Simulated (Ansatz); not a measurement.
ZnO (wurtzite)

```yaml
crystal:
  lattice:
    - [3.27960, 0.00000, 0.00000]
    - [-1.63980, 2.84021, 0.00000]
    - [0.00000, 0.00000, 5.29330]
  atoms:
    - { symbol: Zn, position: [0.66667, 0.33333, 0.00215] }
    - { symbol: Zn, position: [0.33333, 0.66667, 0.50215] }
    - { symbol: O, position: [0.66667, 0.33333, 0.62305] }
    - { symbol: O, position: [0.33333, 0.66667, 0.12305] }
```

Scan: atom 3 (O, nearest neighbour Zn at 1.999 Å; its periodic images, 3.3 Å or more away, move with it) is displaced along Cartesian [111], direction (0.577, 0.577, 0.577) in Cartesian axes, by s. The other atoms stay.

Calculation: PBE (plane waves to 420 eV, PAW, scalar-relativistic; Ansatz, an electronic-structure program). k mesh 9×9×5 (Γ-centred), Fermi-Dirac smearing 0.05 eV. F∥ is the force on the atom along that direction. ZnO was relaxed with its symmetry unable to fall. 

```json
[
 {"s (Å)": "-0.400", "F∥ (eV/Å)": "3.343"},
 {"s (Å)": "-0.320", "F∥ (eV/Å)": "2.659"},
 {"s (Å)": "-0.240", "F∥ (eV/Å)": "1.986"},
 {"s (Å)": "-0.160", "F∥ (eV/Å)": "1.320"},
 {"s (Å)": "-0.080", "F∥ (eV/Å)": "0.658"},
 {"s (Å)": "0.000", "F∥ (eV/Å)": "0.000"},
 {"s (Å)": "0.080", "F∥ (eV/Å)": "-0.649"},
 {"s (Å)": "0.160", "F∥ (eV/Å)": "-1.280"},
 {"s (Å)": "0.240", "F∥ (eV/Å)": "-1.882"},
 {"s (Å)": "0.320", "F∥ (eV/Å)": "-2.435"},
 {"s (Å)": "0.400", "F∥ (eV/Å)": "-2.920"}
]
```

What is the force constant k = d²E/ds² of this move at s = 0?

8.18 eV/Å². The forces along the line at the two nearest points give (0.658 − (-0.649)) / (2·0.080) = 8.17 eV/Å²; the next pair corrects for the finite step.

(For displaced atoms, the force is minus the slope of the energy, and its curvature is a force constant, which sets phonon frequencies.)
